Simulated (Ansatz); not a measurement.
CaCu$_{2}$Si$_{2}$:
Space group I4/mmm (No. 139); a = b = 4.035 Å, c = 9.855 Å, α = β = γ = 90.00°

| atom | site | symmetry | x | y | z |
|---|---|---|---|---|---|
| Ca | 2a | 4/mmm | 0.0000 | 0.0000 | 0.0000 |
| Si | 4e | 4mm | 0.0000 | 0.0000 | 0.3797 |
| Cu | 4d | -4m2 | 0.0000 | 0.5000 | 0.2500 |
(The calculation used a cell of 5 atoms; values per cell refer to that cell.)

Relaxed with r²SCAN.

Problem. Which orbitals make up the states near the Fermi level in r²SCAN in the plane-wave PAW code Ansatz?

Solution. Within 0.5 eV of the Fermi level: Si 3p 59 %, Cu 3d 17 %, outside the projected shells 16 %. Projections are on Löwdin-orthogonalised atomic valence shells; empty p or d shells of many metals are not among them.

Problem. Tabulate the density of states.

Solution. States/eV per cell of 5 atoms, in 0.25 eV bins, energy from the Fermi level.

```tsv
E (eV)	total	Cu 3d	Si 3p	Cu 4s
-7.85	1.18	0.13	0.25	0.18
-7.60	1.15	0.15	0.24	0.13
-7.35	1.13	0.19	0.21	0.07
-7.10	0.84	0.18	0.13	0.02
-6.85	0.00	0.00	0.00	0.00
-6.60	0.00	0.00	0.00	0.00
-6.35	0.00	0.00	0.00	0.00
-6.10	0.00	0.00	0.00	0.00
-5.85	0.35	0.10	0.18	0.06
-5.60	2.80	0.70	1.47	0.42
-5.35	2.80	0.88	1.33	0.38
-5.10	3.34	1.46	1.37	0.31
-4.85	2.27	1.11	0.84	0.19
-4.60	3.40	2.20	0.95	0.11
-4.35	7.19	5.31	1.65	0.13
-4.10	7.35	5.85	1.26	0.13
-3.85	16.40	14.28	1.63	0.12
-3.60	12.48	11.08	0.98	0.11
-3.35	16.92	15.74	0.79	0.11
-3.10	8.97	7.97	0.70	0.07
-2.85	1.97	1.44	0.36	0.04
-2.60	1.10	0.65	0.29	0.03
-2.35	2.11	0.94	0.78	0.04
-2.10	3.91	1.88	1.39	0.14
-1.85	2.88	1.20	1.18	0.16
-1.60	2.62	0.85	1.32	0.12
-1.35	2.63	0.71	1.44	0.10
-1.10	2.62	0.63	1.49	0.08
-0.85	2.39	0.54	1.38	0.07
-0.60	2.27	0.47	1.33	0.05
-0.35	1.85	0.34	1.08	0.04
-0.10	1.50	0.25	0.87	0.04
0.15	1.42	0.21	0.83	0.03
0.40	1.27	0.18	0.76	0.02
0.65	1.17	0.15	0.67	0.04
0.90	1.00	0.11	0.55	0.05
1.15	0.82	0.09	0.45	0.04
1.40	0.67	0.07	0.37	0.03
1.65	0.63	0.06	0.33	0.04
1.90	0.96	0.07	0.37	0.10
2.15	1.25	0.07	0.40	0.10
2.40	2.29	0.11	0.64	0.13
2.65	1.61	0.07	0.46	0.09
2.90	1.79	0.07	0.45	0.21
3.15	2.14	0.07	0.40	0.35
3.40	2.92	0.08	0.47	0.46
3.65	2.77	0.06	0.39	0.34
3.90	3.08	0.07	0.45	0.35
4.15	3.18	0.06	0.40	0.35
4.40	3.07	0.05	0.32	0.28
4.65	3.31	0.05	0.32	0.26
```

The first step of the workflow began from a Materials Project structure, measured or hypothetical; the Crystallography Open Database files this formula in space group No. 139, but the cells were not matched. Whether it is the stable phase at ambient conditions was not checked. The cell was relaxed with r²SCAN under the symmetry of its start; whether a distortion lowers the energy is not shown. No spin polarisation was allowed.

Potentials: the later of the program's two PAW sets.
